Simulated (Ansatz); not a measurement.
BaPdS2:
Space group Cmcm (No. 63); a = 6.6942 Å, b = 10.5839 Å, c = 5.5839 Å, α = β = γ = 90.00°

| atom | site | symmetry | x | y | z |
|---|---|---|---|---|---|
| Ba | 4c | m2m | 0.0000 | 0.6507 | 0.2500 |
| Pd | 4a | 2/m.. | 0.0000 | 0.0000 | 0.0000 |
| S | 8g | ..m | 0.2618 | 0.4044 | 0.2500 |
(The calculation used a cell of 8 atoms; values per cell refer to that cell.)

Relaxed with PBEsol. Plane-wave PAW PBEsol (Ansatz code) gives a gap of 0.19 eV.

### Question
What gap does HSE06 give on the same cell (Ansatz, PAW)?

### Answer
1.24 eV, 1.05 eV more. The hybrid was solved on a coarser mesh and at special points; its gap is the smallest among all of these.

```csv
k,v1 PBEsol,c1 PBEsol,v1 HSE06,c1 HSE06
Γ,0.00,0.19,0.00,1.24
Y,-0.04,0.93,-0.03,2.07
T,-0.97,1.36,___,___
Z,-0.73,1.63,___,___
S,-0.13,0.90,___,___
R,-0.70,0.78,-0.55,2.03
Σ0,-0.11,0.99,___,___
A0,-0.86,0.94,-0.69,2.19
```

### Question
Top valence (v1) and lowest conduction level (c1) in eV from each method's valence maximum (which need not be a listed point): supply the withheld HSE06 values.

### Answer

- Z, v1 HSE06: -0.50
- Z, c1 HSE06: 2.86
- T, v1 HSE06: -0.80
- T, c1 HSE06: 2.66
- S, v1 HSE06: -0.14
- S, c1 HSE06: 2.01
- Σ0, v1 HSE06: -0.10
- Σ0, c1 HSE06: 2.13

Cost on shared cores: the PBEsol run (SCF on a 5×5×5 mesh, then bands and DOS) about 2.8 core-minutes (a rough figure), the HSE06 run (SCF on 3×3×3, then a few points) about 7 core-minutes (a rough figure); the tasks are unlike.

The workflow started from a Materials Project entry (that database holds measured and hypothetical structures alike); the Crystallography Open Database copy checked does not list it. Whether it is the stable phase at ambient conditions was not checked. The cell was relaxed with PBEsol under the symmetry of its start; whether a distortion lowers the energy is not shown. The run is not spin-polarised. Scalar-relativistic: spin–orbit coupling is off unless named, which matters more the heavier the elements.

Potentials: the later of the program's two PAW sets.
